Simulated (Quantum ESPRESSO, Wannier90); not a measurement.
**Wannier functions of HgSe (P3₂21)**

```xyz
6
Lattice="4.4217 0.0000 0.0000 -2.2108 3.8293 0.0000 0.0000 0.0000 9.9016" Properties=species:S:1:pos:R:3 pbc="T T T"
Hg     0.6149    -1.0650     3.3005
Hg     0.6149     1.0650     0.0000
Hg    -1.2298     0.0000    -3.3005
Se    -1.0923     1.8919    -1.6503
Se    -1.0923    -1.8919     4.9508
Se     2.1846     0.0000     1.6503
```

Materials Project entry mp-1018722; symmetrised, unrelaxed at this level. Not found in the COD (Crystallography Open Database) copy used, which has the formula in other groups; not checked further. Level: PBEsol, no spin polarisation, no spin-orbit coupling; pw.x of Quantum ESPRESSO at 69 Ry with PseudoDojo potentials, 4×4×4 k-points, Wannier90. Density: 12×12×4 mesh, cold smearing 0.01 Ry. The cell is built of weakly bound layers, chains or molecules, whose nearest atoms lie 3.28 Å apart. Database cells relaxed without dispersion often hold them too far apart, which can enlarge gaps and weakens couplings between them; spacing and stacking were not compared with the measured crystal. Spin-orbit coupling is left out although heavy elements are present.

A tight-binding model is made by disentanglement and projection with no localisation steps (num_iter = 0), so the 24 orbitals stay atom-like: hydrogen-like Hg: s;p; Se: s;p, axes along x, y, z; frozen window up to 2.50 eV relative to the valence-band maximum. It follows pw.x to 7.4 meV rms for states up to 2.0 eV relative to the valence-band maximum. Matrix elements depend on this choice of orbitals and windows. Bands 31–45 (Hg 5d 93 %, Se 4p 5 %) lie between the kept ones and are excluded.

The 20 largest hoppings ⟨m,0|H|n,R⟩ between different sites (one of each Hermitian pair; signs follow the real orbitals' lobes; the list may end inside a set of equal values):

| m | n | R | distance of the centres (Å) | t (eV) |
|---|---|---|---|---|
| Se5 pz | Hg3 py | 0 0 1 | 2.51 | 1.977 |
| Se4 pz | Hg3 py | 0 0 0 | 2.51 | 1.977 |
| Se4 s | Hg3 py | 0 0 0 | 2.46 | -1.871 |
| Se5 s | Hg3 py | 0 0 1 | 2.46 | 1.871 |
| Se5 py | Hg3 pz | 0 0 1 | 2.50 | 1.870 |
| Se4 py | Hg3 pz | 0 0 0 | 2.50 | 1.870 |
| Se4 pz | Hg2 px | 0 0 0 | 2.52 | 1.782 |
| Se5 pz | Hg1 px | 0 0 0 | 2.52 | -1.782 |
| Se4 px | Hg2 pz | 0 0 0 | 2.50 | 1.713 |
| Se5 px | Hg1 pz | 0 0 0 | 2.50 | -1.713 |
| Se4 s | Hg2 px | 0 0 0 | 2.47 | 1.659 |
| Se5 s | Hg1 px | 0 0 0 | 2.47 | 1.659 |
| Se4 py | Hg3 s | 0 0 0 | 2.50 | 1.643 |
| Se6 pz | Hg2 px | 0 0 0 | 2.49 | 1.643 |
| Se5 py | Hg3 s | 0 0 1 | 2.50 | -1.643 |
| Se6 pz | Hg1 px | 0 0 0 | 2.49 | -1.642 |
| Se6 s | Hg1 px | 0 0 0 | 2.45 | -1.583 |
| Se6 s | Hg2 px | 0 0 0 | 2.45 | -1.582 |
| Se4 s | Hg3 pz | 0 0 0 | 2.46 | -1.549 |
| Se6 s | Hg1 pz | 0 0 0 | 2.46 | 1.549 |
